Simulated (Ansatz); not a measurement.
CsCl (rock salt, Fm-3m), r²SCAN in the plane-wave PAW code Ansatz. The conduction-band minimum lies at Γ, with 1 equivalent valley. Second derivatives d²E/dk² of the lowest band at one valley (eV·Å²), along Cartesian directions:

| direction | d²E/dk² |
|---|---|
| [100] | 18.16 |
| [010] | 18.16 |
| [001] | 18.16 |
| [110] | 18.17 |
| [101] | 18.17 |
| [011] | 18.17 |

Question: Find the principal effective masses, the density-of-states mass and the conductivity mass.

Answer: Off-diagonal terms follow from H_xy = H[110] − (H_xx + H_yy)/2, and m*/mₑ = 7.620 eV·Å² over each eigenvalue: 0.42, 0.42, 0.42. One valley's DOS mass (m₁m₂m₃)^(1/3) = 0.42, conductivity mass 3/(Σ 1/mᵢ) = 0.42 mₑ.

Question: What effective density of states Nc follows at 300 K for parabolic valleys?

Answer: Nc = 2.509e19 × 1 × (0.42)^(3/2) ≈ 6.8e18 cm⁻³.

The workflow started from a Materials Project entry (that database holds measured and hypothetical structures alike); the Crystallography Open Database files this formula in space group No. 225, but the cells were not matched. It is not the phase usual at ambient conditions (space group No. 221). The cell was relaxed with r²SCAN under the symmetry of its start; its stability against distortions is not shown here. Spin–orbit coupling is left out wherever it is not named.

Potentials: the later of the program's two PAW sets.

Edges and masses are those of Kohn–Sham bands, whose gap is no quasiparticle gap.
